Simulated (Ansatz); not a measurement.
Ge: computed property card

Ge:
```
CELL_PARAMETERS angstrom
     -3.50319     3.50319     3.50319
      3.50319    -3.50319     3.50319
      3.50319     3.50319    -3.50319
ATOMIC_POSITIONS crystal
  Ge 0.50000 0.75000 0.25000
  Ge 0.25000 0.50000 0.75000
  Ge 0.75000 0.50000 0.25000
  Ge 0.50000 0.25000 0.75000
  Ge 0.25000 0.75000 0.50000
  Ge 0.75000 0.25000 0.50000
```

Space group Im-3m (No. 229); conventional cell a = b = c = 7.006 Å, α = β = γ = 90.00°.

Method: DFT-PBEsol in the program Ansatz with PAW potentials. Geometry: relaxed at this level of theory. Other levels are named where they apply.

### Cell and energy

```yaml
volume_per_atom: 28.66 Å³
density: 4.21 g/cm³
```

### Electronic structure

```yaml
electronic_character: metallic (no gap)
Density of states at the Fermi level: 0.05 states/eV per atom (mean over ±0.08 eV)
Gap with spin–orbit coupling: none (metallic)
```

### Mechanics

```yaml
Bulk modulus (Birch–Murnaghan fit): 50.2 GPa
Pressure derivative B′: 4.7
```

### Phonons

```yaml
highest_zone_centre_frequency: 264 cm⁻¹
zone_centre_stability: no imaginary mode at Γ
```

The start of the workflow was typed in or built on a structure type; the Crystallography Open Database copy checked does not list it. It is not the phase usual at ambient conditions (space group No. 227). The cell was relaxed with PBEsol under the symmetry of its start. The volume moved by 22 % from the start of the relaxation. As this level gives no gap, phonon frequencies hold no LO–TO term and depend on the k-mesh and smearing (Fermi–Dirac, 0.1 eV here). Scalar-relativistic: spin–orbit coupling is off unless named, which matters more the heavier the elements.

Potentials: the later of the program's two PAW sets.
